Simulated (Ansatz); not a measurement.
A: Au (fcc, Cu type), a = b = c = 4.1240 Å, α = β = γ = 90.00°
B: Pd (fcc, Cu type), a = 3.9114 Å, b = 3.9114 Å, c = 3.9114 Å, α = 90.00°, β = 90.00°, γ = 90.00°
C: HfN (rock salt), a = b = c = 4.5259 Å, α = β = γ = 90.00°

Scan: energy against volume (even scaling of the relaxed cell, symmetry kept). One method and one kind of scan serve all of them; meshes and ranges differ. All were relaxed with their symmetry unable to fall. HfN is run without spin polarisation. Pd is run without spin polarisation. Spin-orbit coupling is left out. The PAW data are Ansatz's earlier set.

Question: Rank these by bulk modulus (fitted) (lowest first), as r2SCAN (plane waves to 500 eV, PAW, scalar-relativistic; Ansatz, a first-principles code) gives it.

Answer: A (152 GPa), B (183 GPa), C (282 GPa)

(Under strain, the slope of the energy per volume gives the stress and its curvature an elastic modulus.)
